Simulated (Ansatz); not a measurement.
ZnCdS2:
```cif
data_CdS2Zn
_chemical_formula_sum 'Zn1 Cd1 S2'
_space_group_name_H-M_alt 'P 1'
_space_group_IT_number 1
_cell_length_a 3.88569
_cell_length_b 3.88569
_cell_length_c 6.45693
_cell_angle_alpha 90.000
_cell_angle_beta 90.000
_cell_angle_gamma 120.000
loop_
_space_group_symop_operation_xyz
  'x, y, z'
loop_
_atom_site_label
_atom_site_type_symbol
_atom_site_fract_x
_atom_site_fract_y
_atom_site_fract_z
_atom_site_occupancy
Zn1 Zn 0.00000 0.00000 0.99911 1
Cd1 Cd 0.33333 0.66667 0.50768 1
S1 S 0.33333 0.66667 0.89173 1
S2 S 0.00000 0.00000 0.35347 1
```

Relaxed with LDA.

**Question.** Which orbitals make up the states near the band edges in plane-wave PAW LDA (Ansatz code)?

**Answer.** Top 1 eV of the valence band: S 3p 88 %, Cd 4d 6 %. Bottom 1 eV of the conduction band: Zn 4s 30 %, S 3s 25 %, Cd 5s 23 %, S 3p 17 %. Projections are on Löwdin-orthogonalised atomic valence shells; empty p or d shells of many metals are not among them.

**Question.** Tabulate the density of states.

**Answer.** States/eV per cell of 4 atoms, in 0.25 eV bins, energy from the valence-band maximum.

```csv
E (eV),total,S 3p,Zn 3d,Cd 4d
-7.85,16.49,1.25,0.16,14.87
-7.60,16.25,0.51,0.32,15.20
-7.35,6.03,0.22,0.34,5.20
-7.10,0.28,0.01,0.04,0.21
-6.85,0.00,0.00,0.00,0.00
-6.60,16.37,1.35,14.55,0.24
-6.35,18.40,0.49,17.24,0.40
-6.10,5.23,0.13,4.55,0.26
-5.85,0.00,0.00,0.00,0.00
-5.60,0.00,0.00,0.00,0.00
-5.35,0.07,0.05,0.00,0.00
-5.10,1.94,1.17,0.11,0.08
-4.85,3.27,1.92,0.21,0.11
-4.60,1.34,0.77,0.13,0.05
-4.35,1.87,1.10,0.16,0.08
-4.10,2.05,1.22,0.15,0.09
-3.85,1.50,0.93,0.11,0.07
-3.60,1.46,0.99,0.10,0.06
-3.35,1.70,1.31,0.09,0.05
-3.10,1.91,1.49,0.10,0.07
-2.85,2.12,1.68,0.11,0.07
-2.60,2.54,2.08,0.11,0.08
-2.35,3.19,2.70,0.13,0.10
-2.10,3.09,2.62,0.13,0.10
-1.85,3.25,2.77,0.14,0.11
-1.60,3.96,3.40,0.16,0.14
-1.35,4.40,3.83,0.16,0.17
-1.10,3.22,2.81,0.11,0.14
-0.85,2.18,1.91,0.06,0.11
-0.60,1.52,1.34,0.04,0.09
-0.35,1.09,0.97,0.03,0.07
-0.10,0.34,0.30,0.01,0.02
0.15,0.00,0.00,0.00,0.00
0.40,0.00,0.00,0.00,0.00
0.65,0.00,0.00,0.00,0.00
0.90,0.00,0.00,0.00,0.00
1.15,0.00,0.00,0.00,0.00
1.40,0.00,0.00,0.00,0.00
1.65,0.02,0.00,0.00,0.00
1.90,0.05,0.01,0.00,0.00
2.15,0.09,0.02,0.00,0.00
2.40,0.14,0.03,0.00,0.00
2.65,0.24,0.05,0.00,0.00
2.90,0.78,0.14,0.00,0.00
3.15,1.59,0.28,0.00,0.00
3.40,2.23,0.40,0.00,0.00
3.65,2.48,0.45,0.00,0.00
3.90,2.96,0.56,0.00,0.01
4.15,2.50,0.45,0.00,0.00
4.40,1.48,0.30,0.00,0.00
4.65,1.46,0.29,0.00,0.00
4.90,2.31,0.33,0.00,0.00
5.15,3.29,0.42,0.01,0.00
5.40,2.06,0.19,0.00,0.00
5.65,1.40,0.10,0.00,0.00
5.90,4.12,0.38,0.00,0.01
6.15,2.18,0.14,0.00,0.00
```

Space group P3m1. The first step of the workflow began from a Materials Project structure, measured or hypothetical; the Crystallography Open Database copy checked does not list it. Its standing as an ambient phase is unchecked. The LDA relaxation kept the symmetry of its start; phonons on a q-mesh show no instability. Scalar-relativistic: spin–orbit coupling is off unless named, which matters more the heavier the elements.

Potentials: the later of the program's two PAW sets.
